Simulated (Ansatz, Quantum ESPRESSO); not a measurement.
Given: the input of a run of Ansatz 0.2.0 on CsLiCr2Te2S3. The cell comes from a database or a generator and needn't be the stable form of this composition.

The input input.yaml:

```yaml
crystal:
  lattice:
    - [3.42162, -5.18069, 0.00784]
    - [3.42162, 5.18069, 0.00784]
    - [-2.90411, 0.0, 7.43093]
  atoms:
    - { symbol: Cs, position: [0.09374, 0.09374, 0.00853] }
    - { symbol: Li, position: [0.58875, 0.58875, 0.55336] }
    - { symbol: Cr, position: [0.05646, 0.46755, 0.5579], spin: 3.0 }
    - { symbol: Cr, position: [0.46755, 0.05646, 0.5579], spin: 3.0 }
    - { symbol: Te, position: [0.56486, 0.87357, 0.29035] }
    - { symbol: Te, position: [0.87357, 0.56486, 0.29035] }
    - { symbol: S, position: [0.81151, 0.39697, 0.73347] }
    - { symbol: S, position: [0.39697, 0.81151, 0.73347] }
    - { symbol: S, position: [0.21404, 0.21404, 0.48371] }
hamiltonian:
  xc: pbe
  pseudopotentials: { kind: paw, level: accurate }
magnetization:
  spin_polarized: true
kpoints:
  mp_grid: { grid: [5, 5, 4] }
scf:
  occupations: { method: fermi_dirac, width: 0.05 }
output:
  forces: true
  stress: true
  eigenvalues: true
```

Potentials or basis: Ansatz PAW earlier set.

Run with:

```sh
$ ansatz run input.yaml --threads 8 --pin off --max-ram 20480MiB --backend cpu --events-out ev --progress --plain --runs-dir out
```

Task: Translate it to Quantum ESPRESSO 7.5 (ASE script). Potentials or basis there: SSSP 1.3 efficiency PBE, cutoff 748 eV.

Result: As run (cutoffs and basis follow the program's own potentials, and thresholds, step limits or extra output files can differ):

run.py

```python
import numpy as np
from ase.calculators.espresso import Espresso, EspressoProfile
from ase.io import read

atoms = read('CsLiCr2Te2S3.xyz')
atoms.set_initial_magnetic_moments([0.0, 0.0, 3.0, 3.0, 0.0, 0.0, 0.0, 0.0, 0.0])

input_data = {
    'control': {'calculation': 'scf', 'prefix': 'pwscf', 'outdir': './tmp', 'tprnfor': True, 'tstress': True, 'disk_io': 'nowf'},
    'system': {'ecutwfc': 55.0, 'ecutrho': 440.0, 'nbnd': 49, 'occupations': 'smearing', 'smearing': 'fd', 'degauss': 0.00367493, 'nspin': 2},
    'electrons': {'conv_thr': 1.8e-09, 'electron_maxstep': 120, 'mixing_beta': 0.3},
}
pseudopotentials = {'Cs': 'Cs_pbe_v1.uspp.F.UPF', 'Te': 'Te_pbe_v1.uspp.F.UPF', 'Li': 'li_pbe_v1.4.uspp.F.UPF', 'Cr': 'cr_pbe_v1.5.uspp.F.UPF', 'S': 's_pbe_v1.4.uspp.F.UPF'}
profile = EspressoProfile(command='mpirun -n 4 pw.x -nk 2', pseudo_dir='pseudo')
dft = Espresso(profile=profile, input_data=input_data, pseudopotentials=pseudopotentials, kpts=(5, 5, 4), koffset=(0, 0, 0))
atoms.calc = dft

print(f'energy {atoms.get_potential_energy():.8f} eV')
print('forces (eV/A)')
print(np.round(atoms.get_forces(), 6))
print('stress (eV/A^3, Voigt)')
print(np.round(atoms.get_stress(), 8))
print(f'Fermi level {dft.get_fermi_level():.4f} eV')
```

Contents of CsLiCr2Te2S3.xyz:

```xyz
9
Lattice="3.4216200000 -5.1806900000 0.0078400000 3.4216200000 5.1806900000 0.0078400000 -2.9041100000 0.0000000000 7.4309300000" Properties=species:S:1:pos:R:3 pbc="T T T"
Cs     0.6167132593      0.0000000000      0.0648556761
Li     2.4219392404      0.0000000000      4.1212110248
Cr     0.1727601272      2.1297298521      4.1498240854
Cr     0.1727601272     -2.1297298521      4.1498240854
Te     4.0785525181      1.5993308099      2.1688478167
Te     4.0785525181     -1.5993308099      2.1688478167
S      2.0048817759     -2.1476032326      5.4598387103
S      2.0048817759      2.1476032326      5.4598387103
S      0.0599800415      0.0000000000      3.5977712975
```

Potentials or basis: SSSP 1.3 efficiency PBE.

Command:

```console
$ OMP_NUM_THREADS=1 python run.py
```

Both were run:

|  | Ansatz | Quantum ESPRESSO |
| --- | --- | --- |
| Pressure | 0.0 GPa | 0.1 GPa |
| Net moment | 4.01 μB per cell | 4.01 μB per cell |
| Absolute moment | 5.75 μB per cell | 5.88 μB per cell |

Ansatz's pressure holds a Pulay term of +0.00 GPa for its cutoff of 1070 eV, which the other run lacks.

The potentials hold 90 and 70 valence electrons a cell.

Where Ansatz's input types no cutoff or centring, it takes its own default and a Γ-centred mesh.

The magnetic state is the one that the start led to; the real crystal's order can differ.

Pressure is positive in compression.
